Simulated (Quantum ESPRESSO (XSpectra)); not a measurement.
Quantum ESPRESSO (XSpectra) run for X-ray absorption at the O K edge of SrO (Fm-3m). Geometry: Materials Project entry mp-2472 (a computed structure). The cell is the entry's, not relaxed again. The ground-state test found a gap, so occupations are fixed and the excited electron is left out (charged cell on a uniform background); energies count from the highest occupied level. pw.x input:

```
&CONTROL
  calculation = 'scf'
  prefix = 'x'
  pseudo_dir = './pseudo'
  outdir = './out'
/
&SYSTEM
  ibrav = 0
  nat = 16
  ntyp = 3
  ecutwfc = 70
  input_dft = 'PZ'
  tot_charge = 1
  occupations = 'fixed'
/
&ELECTRONS
  conv_thr = 1.6e-07
  mixing_beta = 0.4
/
ATOMIC_SPECIES
Oh 15.999 O.lda-tm-gipaw-star1s.UPF
Sr 87.620 Sr.upf
O 15.999 O.lda-tm-gipaw.UPF
CELL_PARAMETERS angstrom
   0.000000000   -5.167570000   -5.167570000
   5.167570000    0.000000000   -5.167570000
   5.167570000   -5.167570000    0.000000000
ATOMIC_POSITIONS crystal
Sr     0.750000000    0.750000000    0.750000000
Sr     0.750000000    0.750000000    0.250000000
Sr     0.750000000    0.250000000    0.750000000
Sr     0.250000000    0.750000000    0.750000000
Sr     0.750000000    0.250000000    0.250000000
Sr     0.250000000    0.750000000    0.250000000
Sr     0.250000000    0.250000000    0.750000000
Sr     0.250000000    0.250000000    0.250000000
Oh     0.500000000    0.500000000    0.500000000
O      0.500000000    0.500000000    0.000000000
O      0.500000000    0.000000000    0.500000000
O      0.000000000    0.500000000    0.500000000
O      0.500000000    0.000000000    0.000000000
O      0.000000000    0.500000000    0.000000000
O      0.000000000    0.000000000    0.500000000
O      0.000000000    0.000000000    0.000000000
K_POINTS automatic
2 2 2 0 0 0
```

xspectra.x input:

```
&input_xspectra
  calculation = 'xanes_dipole'
  edge = 'K'
  prefix = 'x'
  outdir = './out'
  xonly_plot = .false.
  xiabs = 1
  xcoordcrys = .false.
  xepsilon(1) = 1.0
  xepsilon(2) = 0.0
  xepsilon(3) = 0.0
  xniter = 1500
  xcheck_conv = 50
  xerror = 0.002
  x_save_file = 'x0.sav'
/
&plot
  xnepoint = 451
  xemin = -5.0
  xemax = 40.0
  xgamma = 0.5
  terminator = .true.
  cut_occ_states = .true.
/
&pseudos
  filecore = 'core.wfc'
/
&cut_occ
  cut_desmooth = 0.1
  cut_stepl = 0.01
  cut_ierror = 1e-6
/
4 4 4 1 1 1
```

End of the pw.x output:

```
     1.9603   1.9709   1.9709   6.3322   6.4595   6.4595   6.5304   6.5307
     6.6204   6.6436   6.6436   6.8969   6.9497   6.9497   7.0151   7.0151
     7.0554   7.0756   7.0756   7.1342   7.1595   7.1595   7.1653   7.1653

          k =-0.7071 0.0000 0.0000 ( 18342 PWs)   bands (ev):

   -24.7275 -24.6848 -24.6808 -24.6805 -24.6805 -24.6380 -24.0701 -24.0685
   -12.4556  -8.3088  -8.1961  -8.1959  -8.1959  -7.8673  -7.7791  -7.6037
    -7.2051  -7.2051  -7.0457  -6.9335  -6.9335  -6.8419  -6.8419  -6.7000
    -6.6733  -6.6733  -6.6693  -6.5017  -6.3153  -6.2500  -6.2500  -6.2158
    -6.2158  -5.6468  -5.5940  -5.5531  -5.3025  -5.2191  -5.0501  -5.0501
     1.9384   1.9384   1.9567   6.0008   6.0889   6.2410   6.2410   6.3653
     6.5436   6.5756   6.7170   6.7996   6.8442   6.9066   6.9066   7.2383
     7.2383   7.3136   7.3136   7.3423   7.4371   7.4371   7.6045   7.6045

     highest occupied level (ev):     7.7274

!    total energy              =    -822.35109729 Ry
     estimated scf accuracy    <       0.00000008 Ry

     The total energy is the sum of the following terms:
     one-electron contribution =    -145.96390926 Ry
     hartree contribution      =     140.76992033 Ry
     xc contribution           =    -191.10527897 Ry
     ewald contribution        =    -626.05182938 Ry

     convergence has been achieved in  13 iterations

     XML data file, charge density, pseudopotentials, collected wavefunctions
```

xspectra.x output, shortened:

```
... Begin STEP 1 ...

        Radial transition matrix element(s) used in the calculation of the
        initial vector of the Lanczos basis (|tilde{phi}_abs> normalized)
        | For PAW proj. (l=1) #1: radial matrix element =   0.141535429
        | For PAW proj. (l=1) #2: radial matrix element =   0.174719217

NB: the    16 k-point are not all listed below because npool=  4
        |-------------------------------------------------------------
        ! k-point #     1:  ( 0.0884, -0.0884, -0.0884),  0.0312,   1
        |-------------------------------------------------------------
 okvan= F
        |   Norm of the initial Lanczos vector: 0.10086549E+00
        !   => CONVERGED at iter    500 with error=  0.00174460
        |-------------------------------------------------------------
        ! k-point #     2:  ( 0.2652, -0.2652,  0.0884),  0.0312,   1
        |-------------------------------------------------------------
 okvan= F
        |   Norm of the initial Lanczos vector: 0.10086550E+00
        !   => CONVERGED at iter    600 with error=  0.00068151
        |-------------------------------------------------------------
        ! k-point #     3:  ( 0.4419, -0.4419,  0.2652),  0.0312,   1
        |-------------------------------------------------------------
 okvan= F
        |   Norm of the initial Lanczos vector: 0.10086551E+00
        !   => CONVERGED at iter    600 with error=  0.00127016
        |-------------------------------------------------------------

        ...
... Begin STEP 2 ...

     The spectrum is calculated using the following parameters:
        energy-zero of the spectrum [eV]:    7.7274
        the occupied states are elimintate from the spectrum
        xemin [eV]:  -5.00
        xemax [eV]:  40.00
        xnepoint:  451
        constant broadening parameter [eV]:    0.500
        Core level energy [eV]:  -543.1
         (from electron binding energy of neutral atoms in X-ray data booklet)

     Cross-section successfully written in xanes.dat

     ... End STEP 2 ...

     xanes        :    210.72s CPU    211.37s WALL (       1 calls)

     -------------------------------------------------------------------------
                                END JOB XSpectra
     -------------------------------------------------------------------------
```

xanes.dat for the field along x, every fifth line (energy in eV, cross section):

```
   -5.000   4.6550e-04
   -4.500   5.0150e-04
   -4.000   5.4250e-04
   -3.500   5.8950e-04
   -3.000   6.4400e-04
   -2.500   7.0760e-04
   -2.000   7.8290e-04
   -1.500   8.7300e-04
   -1.000   9.8250e-04
   -0.500   1.1180e-03
    0.000   1.2890e-03
    0.500   1.5120e-03
    1.000   1.8100e-03
    1.500   2.2300e-03
    2.000   2.8590e-03
    2.500   3.8920e-03
    3.000   5.8510e-03
    3.500   9.9320e-03
    4.000   1.7730e-02
    4.500   2.9370e-02
    5.000   4.1590e-02
    5.500   5.2890e-02
    6.000   4.9470e-02
    6.500   3.9840e-02
    7.000   2.7400e-02
    7.500   2.3330e-02
    8.000   2.8780e-02
    8.500   3.8710e-02
    9.000   3.4910e-02
    9.500   3.6310e-02
   10.000   4.0980e-02
   10.500   4.0100e-02
   11.000   3.1590e-02
   11.500   2.3560e-02
   12.000   2.1230e-02
   12.500   1.9920e-02
   13.000   1.7640e-02
   13.500   1.6010e-02
   14.000   1.2980e-02
   14.500   1.2500e-02
   15.000   1.4030e-02
   15.500   1.8010e-02
   16.000   1.6620e-02
   16.500   1.3650e-02
   17.000   1.0870e-02
   17.500   9.1980e-03
   18.000   9.5130e-03
   18.500   1.1320e-02
   19.000   1.4800e-02
   19.500   2.0750e-02
   20.000   2.5060e-02
   20.500   2.8040e-02
   21.000   3.1770e-02
   21.500   3.9040e-02
   22.000   4.6380e-02
   22.500   5.3570e-02
   23.000   5.4200e-02
   23.500   3.4190e-02
   24.000   2.1420e-02
   24.500   1.7430e-02
   25.000   1.5970e-02
   25.500   1.5090e-02
   26.000   1.4980e-02
   26.500   1.5010e-02
   27.000   1.4740e-02
   27.500   1.5040e-02
   28.000   1.4720e-02
   28.500   1.4620e-02
   29.000   1.3720e-02
   29.500   1.3390e-02
   30.000   1.3160e-02
   30.500   1.4270e-02
   31.000   1.6940e-02
   31.500   1.7930e-02
   32.000   1.9120e-02
   32.500   2.1930e-02
   33.000   2.2840e-02
   33.500   2.0760e-02
   34.000   2.0630e-02
   34.500   2.3180e-02
   35.000   2.4730e-02
   35.500   2.1890e-02
   36.000   1.9330e-02
   36.500   1.7600e-02
   37.000   1.6140e-02
   37.500   1.4360e-02
   38.000   1.2890e-02
   38.500   1.2170e-02
   39.000   1.1290e-02
   39.500   1.1730e-02
   40.000   1.3390e-02
```
